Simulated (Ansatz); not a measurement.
LiBr:
```
LiBr
1.0
    0.00000     2.73678     2.73678
    2.73678     0.00000     2.73678
    2.73678     2.73678     0.00000
Li Br
1 1
Direct
  0.00000   0.00000   0.00000
  0.50000   0.50000   0.50000
```

Relaxed with HSE06.

### Question
Give the Bader charges and basin volumes of the independent atoms, DFT-HSE06 in the program Ansatz with PAW potentials.

### Answer


```tsv
atom	Bader charge (e)	Bader volume (Å³)
Li1	+0.91	4.0
Br2	-0.91	37.0
```

Space group Fm-3m (rock salt). Symmetry was held in the HSE06 relaxation.

Potentials: the later of the program's two PAW sets.
